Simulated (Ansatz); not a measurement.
# Data sheet: Tc$_{3}$Pd (DFT)

Tc3Pd:
```cif
data_Pd2Tc6
_chemical_formula_sum 'Tc6 Pd2'
_space_group_name_H-M_alt 'P63/mmc'
_space_group_IT_number 194
_space_group_name_Hall '-P 6c 2c'
_cell_length_a 5.49897
_cell_length_b 5.49897
_cell_length_c 4.35870
_cell_angle_alpha 90.000
_cell_angle_beta 90.000
_cell_angle_gamma 120.000
loop_
_atom_site_label
_atom_site_type_symbol
_atom_site_symmetry_multiplicity
_atom_site_Wyckoff_symbol
_atom_site_fract_x
_atom_site_fract_y
_atom_site_fract_z
_atom_site_occupancy
Tc1 Tc 6 h 0.15789 0.31577 0.25000 1
Pd1 Pd 2 d 0.66667 0.33333 0.25000 1
```

Space group P6_3/mmc (No. 194); conventional cell a = 5.499 Å, b = 5.499 Å, c = 4.359 Å, α = 90.00°, β = 90.00°, γ = 120.00°.

Method: DFT-r²SCAN in the program Ansatz with PAW potentials. Geometry: relaxed at this level of theory. Other levels are named where they apply.

### Cell and energy

```
Item                                                            Value
-----------------------------------------------------  --------------
Volume per atom                                              14.27 Å³
Density                                                   11.64 g/cm³
Formation energy from the elements (no fitted shifts)  -0.091 eV/atom
```

### Electronic structure

```
Property                                                                    Result
------------------------------------  --------------------------------------------
Electronic character                                             metallic (no gap)
Density of states at the Fermi level  0.38 states/eV per atom (mean over ±0.08 eV)
```

The workflow started from a Materials Project entry (that database holds measured and hypothetical structures alike); the Crystallography Open Database copy checked does not list it. Whether it is the stable phase at ambient conditions was not checked. The cell was relaxed with r²SCAN under the symmetry of its start; whether a distortion lowers the energy is not shown. No spin polarisation was allowed. Axis ratios of metals converge slowly with the k-mesh, so a and c are less sure than the volume. The references are the lowest solids computed at this level, not always the standard phases. Scalar-relativistic: spin–orbit coupling is off unless named, which matters more the heavier the elements.

Potentials: the later of the program's two PAW sets.
